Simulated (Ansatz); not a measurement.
LiPb (Pm-3m), a vibration from a frozen displacement

All numbers below come from Ansatz 0.2.0, DFT r2SCAN, scalar-relativistic, plane waves, PAW. Settings: plane waves to 500 eV, k-mesh 14×14×14 (Γ-centred), Gaussian smearing 0.15 eV. Spin–orbit coupling is left out, which matters for the heavy elements here. No spin polarisation. Energies are free energies at this smearing, counted from the undisturbed cell; pressure is positive in compression.

The undisturbed cell (as given, not relaxed at this level; it stands at 0.6 GPa, and it needn't be the usual structure):

```
Li Pb
1.0
     3.52200    0.00000    0.00000
     0.00000    3.52200    0.00000
     0.00000    0.00000    3.52200
Li Pb
1 1
Direct
  0.50000 0.50000 0.50000
  0.00000 0.00000 0.00000
```

Every Pb atom is moved by x along the Cartesian unit vector (1.000, 0.000, 0.000); the cell and all other atoms stay fixed. The cell's volume is 43.69 Å³; the moved atoms weigh 207.200 u together and the others 6.940 u. Some rows repeat others by symmetry and weren't run.

```csv
x (Å),ΔE (meV/cell),total force on the moved atoms along the move (eV/Å),pressure (GPa)
-0.5000,183.68,0.6947,2.0626
-0.4375,142.47,0.6234,1.7282
-0.3750,105.90,0.5466,1.4326
-0.3125,74.29,0.4646,1.1787
-0.2500,47.95,0.3780,0.9684
-0.1875,27.15,0.2874,0.8033
-0.1250,12.13,0.1935,0.6844
-0.0625,3.04,0.0974,0.6127
0.0000,0.00,0.0000,0.5886
0.0625,3.04,-0.0974,0.6127
0.1250,12.13,-0.1935,0.6844
0.1875,27.15,-0.2874,0.8033
0.2500,47.95,-0.3780,0.9684
0.3125,74.29,-0.4646,1.1787
0.3750,105.90,-0.5466,1.4326
0.4375,142.47,-0.6234,1.7282
0.5000,183.68,-0.6947,2.0626
```

Question: What frequency belongs to this motion?

Answer: The force constant is k = −dF/dx = 1.558 eV/Å², from the parabola through x = -0.0625, 0 and 0.0625. In every cell the moved atoms swing against the rest, so the mass is μ = m₁m₂/(m₁ + m₂) = 6.715 u, and ν̃ = 521.5 cm⁻¹ × √(|k|/μ) = 251 cm⁻¹. To first order in x, and within 1 %, the force on every atom lies along the move and, within each of the two groups, in proportion to the atom's mass, so this is itself a mode at the zone centre of this cell.

Question: How far does the harmonic law reach?

Answer: At x = -0.500 Å, kx²/2 = 194.80 meV against the computed 183.68 meV (-5.7 %): the well is still close to harmonic there.

Question: The pressure changes with x². What does that say about the frequency under compression?

Answer: With E = k(V)x²/2, k ∝ V^(−2γ) and x scaling with the cell as V^(1/3), P − P0 = −∂E/∂V = (2γ − 2/3) ΔE/V. At x = 0.1250 Å, V(P − P0) = 43.69 × 0.09580 / 160.2 eV = 26.12 meV and ΔE = 12.13 meV, so γ = 1/3 + V(P − P0)/(2ΔE) = 1.41. This is the Grüneisen parameter of the motion under uniform scaling of the cell: shrinking the cell evenly by 1 % in volume raises the frequency by about 1.41 %.

In a metal these slopes depend on the k mesh and the smearing.